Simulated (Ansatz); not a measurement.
Consider the following.

AlN (rock salt, space group No. 225), a = b = c = 4.0366 Å, α = β = γ = 90.00°; the cell used has 2 atoms.

This is the r²SCAN-relaxed structure.

### Question
All from DFT-r²SCAN in the program Ansatz with PAW potentials, unless another level is named. Estimate the HSE06 gap on the r²SCAN cell.

### Answer
6.09 eV.

### Question
Predict the hole effective mass, band 2 of 3 at the edge.

### Answer
0.89 along [100], 0.89 along [110], 2.0 along [111] (mₑ).

### Question
Predict the conduction-band minimum.

### Answer
at X (3 equivalent valleys).

### Question
Predict the valence-band maximum.

### Answer
at Γ.

Space group Fm-3m (rock salt). This is a known high-pressure phase of the composition, computed here at zero pressure and temperature. The r²SCAN relaxation kept the symmetry of its start; whether a distortion lowers the energy is not shown. The volume moved by -17 % from the start of the relaxation.

Potentials: the earlier of the program's two PAW sets.
